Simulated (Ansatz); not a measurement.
Here is the system:

CdTe (zinc blende)

```xyz
2
Lattice="0.0000 3.3090 3.3090 3.3090 0.0000 3.3090 3.3090 3.3090 0.0000" Properties=species:S:1:pos:R:3 pbc="T T T"
Te     4.9635     4.9635     4.9635
Cd     0.0000     0.0000     0.0000
```

Two-dimensional scan of atom 1 (Te, nearest neighbour Cd at 2.866 Å; its periodic images, 4.7 Å or more away, move with it): u runs along (1.000, 0.000, 0.000), v along (0.000, 1.000, 0.000) (Cartesian). Cell and other atoms are fixed.

Method: PBE (plane waves to 420 eV, PAW, scalar-relativistic; Ansatz, a program for electronic structure). k mesh 7×7×7 (Γ-centred), Fermi-Dirac smearing 0.05 eV. E stands for the smeared free energy. CdTe was relaxed with its symmetry unable to fall. Spin-orbit coupling is left out, though Te is heavy. ΔE is measured from the undisplaced structure. Axes are in Å.

The scan covers u from -0.720 to 0.720 Å in 5 points and v from -0.720 to 0.720 Å in 5 points.

### Question
Is the undisplaced position a minimum, a maximum or a saddle of this map?

### Answer
A minimum.

### Question
What are the two principal curvatures of the energy at the centre?

### Answer
3.7 eV/Å², isotropic.

(A displaced cell: forces are minus the slopes of the energy, force constants its curvatures, and phonons follow from these.)
